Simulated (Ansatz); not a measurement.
A trial cell of La2Zr2O, before relaxation:

```
La Zr O
1.0
     4.45167    0.00000    0.00000
    -2.22584    3.85526    0.00000
     0.00000    0.00000    6.25891
La Zr O
2 2 1
Direct
  0.33333 0.66667 0.50000
  0.66667 0.33333 0.50000
  0.00000 0.00000 0.78874
  0.00000 0.00000 0.21126
  0.00000 0.00000 0.50000
```

All numbers below come from DFT PBE, scalar-relativistic, plane waves, PAW (Ansatz 0.2.0). Cutoff 420 eV, Gaussian smearing, Γ-centred meshes. Cell and atoms relax first on a coarse mesh and then on a finer one. In between, the cell is made exact in the group found at 0.06 Å. In metals the finer mesh still leaves noise of several meV/atom or more. The steps can't lower the symmetry of their start. No spin polarisation in the relaxation; trial moments died out in a coarse test.

A guess keeps its type if space group and coordination stay and the shape of the cell changes little (axis ratios within about 15 %, angles within 6°); the volume may change.

Q: Does it keep its structure type, or change into something else?

A: It keeps its type. The symmetry stays P6/mmm (No. 191). The volume per atom grows by 41.6 %, from 21.5 to 30.4 Å³. The shortest distance goes from 1.81 Å (Zr–O) to 2.00 Å (Zr–O). The ratio c/a of the conventional cell changes by a factor of 0.89. Counting neighbours within 15 % of an atom's shortest distance, the start has La 6, O 2, Zr 1 and the end La 6, O 2, Zr 1.

The zero of energy is the elements' standard structures at the same level (O₂ as a molecule); no fitted shifts are applied.

Q: At what energy does it end?

A: +0.37 eV/atom. A positive value: parting into the elements would lower its energy.

The last run used a 12×12×6 mesh (in the run's order of axes) for its 5-atom cell and Gaussian smearing of 0.10 eV. Symmetry constrained the relaxation, so the result can be a saddle point. Another cell of La2Zr2O relaxed alike, in P-3m1, lies 1.23 eV/atom lower, so this cell isn't the stable form at this level.
